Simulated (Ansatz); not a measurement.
Y₄Zn₅Ge₆:
```yaml
crystal:
  lattice:
    - [2.10778, -9.24893, 0.00000]
    - [2.10778, 9.24893, 0.00000]
    - [0.00000, 0.00000, 15.29525]
  atoms:
    - { symbol: Y, position: [0.01737, 0.98263, 0.76244] }
    - { symbol: Y, position: [0.98263, 0.01737, 0.26244] }
    - { symbol: Y, position: [0.17608, 0.82392, 0.31761] }
    - { symbol: Y, position: [0.82392, 0.17608, 0.81761] }
    - { symbol: Y, position: [0.16928, 0.83072, 0.95871] }
    - { symbol: Y, position: [0.83072, 0.16928, 0.45871] }
    - { symbol: Y, position: [0.03176, 0.96824, 0.50063] }
    - { symbol: Y, position: [0.96824, 0.03176, 0.00063] }
    - { symbol: Zn, position: [0.34558, 0.65442, 0.99075] }
    - { symbol: Zn, position: [0.65442, 0.34558, 0.49075] }
    - { symbol: Zn, position: [0.29972, 0.70028, 0.63743] }
    - { symbol: Zn, position: [0.70028, 0.29972, 0.13743] }
    - { symbol: Zn, position: [0.64957, 0.35043, 0.78173] }
    - { symbol: Zn, position: [0.35043, 0.64957, 0.28173] }
    - { symbol: Zn, position: [0.15091, 0.84909, 0.63575] }
    - { symbol: Zn, position: [0.84909, 0.15091, 0.13575] }
    - { symbol: Zn, position: [0.43384, 0.56616, 0.57914] }
    - { symbol: Zn, position: [0.56616, 0.43384, 0.07914] }
    - { symbol: Ge, position: [0.22581, 0.77419, 0.49883] }
    - { symbol: Ge, position: [0.77419, 0.22581, 0.99883] }
    - { symbol: Ge, position: [0.43152, 0.56848, 0.85873] }
    - { symbol: Ge, position: [0.56848, 0.43152, 0.35873] }
    - { symbol: Ge, position: [0.22133, 0.77867, 0.77438] }
    - { symbol: Ge, position: [0.77867, 0.22133, 0.27438] }
    - { symbol: Ge, position: [0.56023, 0.43977, 0.90887] }
    - { symbol: Ge, position: [0.43977, 0.56023, 0.40887] }
    - { symbol: Ge, position: [0.56690, 0.43310, 0.63376] }
    - { symbol: Ge, position: [0.43310, 0.56690, 0.13376] }
    - { symbol: Ge, position: [0.11392, 0.88608, 0.14425] }
    - { symbol: Ge, position: [0.88608, 0.11392, 0.64425] }
```

Relaxed with r²SCAN. Special points in fractions of this cell's reciprocal vectors: Γ (0.000, 0.000, 0.000); Y (-0.500, 0.500, 0.000); C0 (-0.263, 0.737, 0.000); Σ0 (0.263, 0.263, 0.000); Z (0.000, 0.000, 0.500); A0 (0.263, 0.263, 0.500); E0 (-0.263, 0.737, 0.500); T (-0.500, 0.500, 0.500); S (0.000, 0.500, 0.000); R (0.000, 0.500, 0.500).

### Question
List the band energies nearest the Fermi level at these points for plane-wave PAW r²SCAN (Ansatz code).

### Answer
In eV from the Fermi level; about four levels below and three above (degenerate sets whole), none deeper than 8.9 eV; points with the same levels are listed once.

```json
[
 {"k": "Γ", "below": "-0.87 -0.41 -0.35 -0.05", "above": "0.35 0.48 0.59"},
 {"k": "Y", "below": "-0.72 -0.54 -0.53 -0.03", "above": "0.22 0.26 0.29"},
 {"k": "C0", "below": "-1.63 -1.55 -1.31 -1.24", "above": "0.34 0.56 0.59"},
 {"k": "Z", "below": "-0.03 -0.03 0.00 0.00", "above": "0.46 0.46 0.90 0.90"},
 {"k": "A0", "below": "-1.61 -1.61 -1.44 -1.44", "above": "0.52 0.52 0.82 0.82"},
 {"k": "T", "below": "-0.58 -0.58 -0.34 -0.34", "above": "0.33 0.33 0.42 0.42"},
 {"k": "S", "below": "-1.67 -1.57 -1.28 -1.28", "above": "0.17 0.33 0.79 0.79"},
 {"k": "R", "below": "-1.63 -1.63 -1.38 -1.38", "above": "0.41 0.41 0.74 0.74"}
]
```

Space group Cmc2_1. The first step of the workflow began from a Materials Project structure, measured or hypothetical; the Crystallography Open Database copy checked does not list it. Its standing as an ambient phase is unchecked. The r²SCAN relaxation kept the symmetry of its start; whether a distortion lowers the energy is not shown. No spin polarisation was allowed. Spin–orbit coupling is left out wherever it is not named.

Potentials: the later of the program's two PAW sets.
